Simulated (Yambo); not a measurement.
# Convergence of the G0W0 gap of TlCl

G0W0@PBE for TlCl (CsCl type, space group Pm-3m, No. 221) in Yambo. Reference settings: 4×4×4 Γ-centred k mesh, bands 5 to 247 and a 15 Ry block in the screening, 247 bands in G with the Bruneval-Gonze terminator, plasmon pole fitted at 27.2 eV. The PBE gap X → X on this mesh is 1.95 eV; G0W0 gaps are taken between the same points.

```tsv
change from the reference	G0W0 gap X → X (eV)	shift of the valence edge (eV)	rough Yambo cost
reference settings	3.23	-1.15	1
129 bands in W, 129 bands in G	3.18	-1.06	about 1/2
129 bands in G	3.23	-1.16	–
9 Ry block	3.13	-1.04	about 1/3
no terminator	3.20	-1.09	–
```

The reference isn't shown to be the converged limit. Costs are rough (shared machines), scaled to the same edge states, and given only for runs that recompute the screening.

Spin-orbit coupling is left out; with 6p states at a band edge it can lower the gap by many tenths of an eV, most of a small gap.

Geometry relaxed with PBEsol; primitive cell a = b = c = 3.769 Å, α = β = γ = 90.00°.

A shift is the quasiparticle energy of the state minus its PBE energy.

The potentials are those of PseudoDojo's stringent table.
